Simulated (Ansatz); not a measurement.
Computed with Ansatz 0.2.0, DFT PBE, scalar-relativistic, plane waves, PAW, and for the lanthanide a 4f-in-core norm-conserving potential. Settings: cutoffs of 630 to 690 eV as the potentials ask, Γ-centred meshes spaced at most about 0.3 Å⁻¹, and about 0.25 Å⁻¹ or finer for metals (2π included), Gaussian smearing. No spin polarisation in the final relaxations.

The zero of energy is the elements' standard structures at the same level (O₂ as a molecule); no fitted shifts are applied.

A relaxed structure of SmO2 has 16.63 Å³/atom, −2.27 eV/atom against the elements, no gap on its mesh:

```cif
data_structure
_symmetry_space_group_name_H-M 'P 1'
_symmetry_Int_Tables_number 1
_cell_length_a 3.6837
_cell_length_b 3.6837
_cell_length_c 4.2464
_cell_angle_alpha 90.000
_cell_angle_beta 90.000
_cell_angle_gamma 120.000
_cell_volume 49.90
loop_
_atom_site_label
_atom_site_type_symbol
_atom_site_fract_x
_atom_site_fract_y
_atom_site_fract_z
_atom_site_occupancy
Sm1 Sm 0.00000 0.00000 0.00000 1
O1 O 0.66667 0.33333 0.22858 1
O2 O 0.33333 0.66667 0.77142 1
```

Question: Predict cell, energy and gap of DyO2 with the same space group and Wyckoff sites.

Answer: DyO2 has a = 3.567 Å, c = 4.264 Å: 15.66 Å³/atom, −2.38 eV/atom against the elements, no gap on its mesh. The volume per atom changes by -5.8 % and the formation energy by -0.11 eV/atom (from unrounded values). Covalent radii: Sm 1.98 Å, Dy 1.92 Å; electronegativities 1.17 and 1.22. The cell follows the size of the atom. Dy has 6 O at 2.27 Å; O is surrounded by 3 Dy at 2.27 Å.

Space group P-3m1 (No. 164). a = 3.567 Å, b = 3.567 Å, c = 4.264 Å, α = 90.00°, β = 90.00°, γ = 120.00°
| atom | site | symmetry | x | y | z |
| --- | --- | --- | --- | --- | --- |
| Dy | 1a | -3m. | 0.0000 | 0.0000 | 0.0000 |
| O | 2d | 3m. | 0.3333 | 0.6667 | 0.2251 |

The two cells were relaxed from separate starts that ended on the same group and sites; neither need be the stable form of its compound. In SmO2 P-3m1, DyO2 P-3m1 an odd number of valence electrons (the lanthanide is held trivalent, its 4f shell in the core) allows no gap without spin; another valence of the lanthanide, a larger cell or a magnetic state could open one. A magnetic state wasn't ruled out in cells without spin, among them SmO2 P-3m1, DyO2 P-3m1. Cells relaxed within their symmetry can be saddle points. Some types were kept out of the candidates beforehand, so the set may lack a known form.

The lanthanide is trivalent by construction, without f bands, f moments or other valences. The reference runs of the other elements, and any phases without the lanthanide, used 420 eV, which shifts energies against them by under 10 meV/atom. The lanthanide's reference is the lowest of its hcp, dhcp and fcc cells.
